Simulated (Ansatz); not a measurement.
Values for one crystal, relaxed and computed with DFT-PBE in the program Ansatz with PAW potentials; other levels are named.

```yaml
volume_per_atom: 12.33 Å³
band_gap: 0.74 eV (direct)
electron_effective_mass: 0.14 mₑ (isotropic)
Pressure derivative B′: 4.4
conduction_band_minimum: at Γ
valence_band_maximum: at Γ
Hole effective mass, band 1 of 2 at the edge: 2.7 along x, 3.0 along z (mₑ)
```

Problem. Which compound is it?
A. ZnF2, rutile
B. CaO, rock salt
C. ZnO, wurtzite
D. KCdCO3F, P-6m2 (Pearson symbol hP7)

Solution. C, ZnO, wurtzite

Space group P6_3mc (wurtzite). The PBE relaxation kept the symmetry of its start.

Potentials: the later of the program's two PAW sets.
